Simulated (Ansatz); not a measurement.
SnSe:
```cif
data_Se4Sn4
_chemical_formula_sum 'Sn4 Se4'
_space_group_name_H-M_alt 'Pnma'
_space_group_IT_number 62
_space_group_name_Hall '-P 2ac 2n'
_cell_length_a 11.67329
_cell_length_b 4.12266
_cell_length_c 4.65041
_cell_angle_alpha 90.000
_cell_angle_beta 90.000
_cell_angle_gamma 90.000
loop_
_space_group_symop_operation_xyz
  'x, y, z'
  '-x, -y, -z'
  '-x+1/2, -y, z+1/2'
  'x+1/2, y, -z+1/2'
  'x+1/2, -y+1/2, -z+1/2'
  '-x+1/2, y+1/2, z+1/2'
  '-x, y+1/2, -z'
  'x, -y+1/2, z'
loop_
_atom_site_label
_atom_site_type_symbol
_atom_site_symmetry_multiplicity
_atom_site_Wyckoff_symbol
_atom_site_fract_x
_atom_site_fract_y
_atom_site_fract_z
_atom_site_occupancy
Sn1 Sn 4 c 0.12090 0.25000 0.12286 1
Se1 Se 4 c 0.35278 0.25000 0.01447 1
```

Relaxed with r²SCAN+D4.

Q: Which orbitals make up the states near the band edges in r²SCAN+D4 (plane waves, PAW; program Ansatz)?

A: Top 1 eV of the valence band: Se 4p 57 %, Sn 5s 22 %, Sn 5p 18 %. Bottom 1 eV of the conduction band: Sn 5p 63 %, Se 4p 17 %, Se 4s 8 %, Sn 5s 8 %. Projections are on Löwdin-orthogonalised atomic valence shells; empty p or d shells of many metals are not among them.

Q: Tabulate the density of states.

A: States/eV per cell of 8 atoms, in 0.25 eV bins, energy from the valence-band maximum.

| E (eV) | total | Se 4p | Sn 5p | Sn 5s |
|---|---|---|---|---|
| -7.85 | 1.23 | 0.36 | 0.07 | 0.75 |
| -7.60 | 4.50 | 1.36 | 0.18 | 2.82 |
| -7.35 | 4.96 | 1.45 | 0.21 | 3.12 |
| -7.10 | 5.40 | 1.61 | 0.22 | 3.37 |
| -6.85 | 4.59 | 1.40 | 0.22 | 2.75 |
| -6.60 | 5.03 | 1.58 | 0.24 | 2.85 |
| -6.35 | 2.09 | 0.64 | 0.09 | 1.13 |
| -6.10 | 1.42 | 0.41 | 0.06 | 0.76 |
| -5.85 | 1.14 | 0.30 | 0.06 | 0.62 |
| -5.60 | 0.89 | 0.20 | 0.05 | 0.49 |
| -5.35 | 0.61 | 0.14 | 0.04 | 0.33 |
| -5.10 | 0.16 | 0.04 | 0.01 | 0.08 |
| -4.85 | 0.13 | 0.07 | 0.05 | 0.01 |
| -4.60 | 1.91 | 1.07 | 0.73 | 0.07 |
| -4.35 | 3.34 | 1.95 | 1.22 | 0.12 |
| -4.10 | 4.65 | 2.79 | 1.59 | 0.19 |
| -3.85 | 4.76 | 2.95 | 1.56 | 0.16 |
| -3.60 | 5.22 | 3.35 | 1.63 | 0.15 |
| -3.35 | 6.20 | 4.12 | 1.77 | 0.18 |
| -3.10 | 6.42 | 4.37 | 1.72 | 0.20 |
| -2.85 | 5.66 | 3.91 | 1.45 | 0.20 |
| -2.60 | 6.59 | 4.71 | 1.53 | 0.21 |
| -2.35 | 6.12 | 4.51 | 1.28 | 0.19 |
| -2.10 | 7.31 | 5.53 | 1.34 | 0.29 |
| -1.85 | 7.06 | 5.37 | 1.19 | 0.37 |
| -1.60 | 4.81 | 3.18 | 1.02 | 0.52 |
| -1.35 | 4.54 | 2.58 | 1.11 | 0.74 |
| -1.10 | 6.36 | 3.61 | 1.48 | 1.10 |
| -0.85 | 5.17 | 2.87 | 1.17 | 1.00 |
| -0.60 | 5.84 | 3.37 | 1.00 | 1.34 |
| -0.35 | 3.44 | 2.06 | 0.45 | 0.87 |
| -0.10 | 0.49 | 0.29 | 0.05 | 0.14 |
| 0.15 | 0.00 | 0.00 | 0.00 | 0.00 |
| 0.40 | 0.00 | 0.00 | 0.00 | 0.00 |
| 0.65 | 0.00 | 0.00 | 0.00 | 0.00 |
| 0.90 | 0.00 | 0.00 | 0.00 | 0.00 |
| 1.15 | 0.16 | 0.02 | 0.10 | 0.01 |
| 1.40 | 1.49 | 0.22 | 0.96 | 0.11 |
| 1.65 | 3.16 | 0.52 | 2.00 | 0.26 |
| 1.90 | 4.64 | 0.82 | 2.93 | 0.35 |
| 2.15 | 5.07 | 0.90 | 3.33 | 0.29 |
| 2.40 | 4.83 | 0.92 | 3.18 | 0.22 |
| 2.65 | 5.68 | 1.16 | 3.73 | 0.20 |
| 2.90 | 4.98 | 1.02 | 3.25 | 0.15 |
| 3.15 | 6.90 | 1.49 | 4.40 | 0.20 |
| 3.40 | 7.91 | 1.85 | 4.98 | 0.24 |
| 3.65 | 5.06 | 1.13 | 3.29 | 0.12 |
| 3.90 | 5.69 | 1.14 | 3.77 | 0.08 |
| 4.15 | 5.28 | 1.09 | 3.41 | 0.07 |
| 4.40 | 5.82 | 1.25 | 3.66 | 0.08 |
| 4.65 | 6.16 | 1.38 | 3.76 | 0.08 |
| 4.90 | 5.00 | 1.16 | 2.96 | 0.07 |
| 5.15 | 5.42 | 1.18 | 3.12 | 0.07 |
| 5.40 | 4.42 | 0.99 | 2.55 | 0.06 |
| 5.65 | 3.54 | 0.85 | 2.06 | 0.05 |

Symmetry was held in the r²SCAN+D4 relaxation. Scalar-relativistic: spin–orbit coupling is off unless named, which matters more the heavier the elements.

Potentials: the later of the program's two PAW sets.
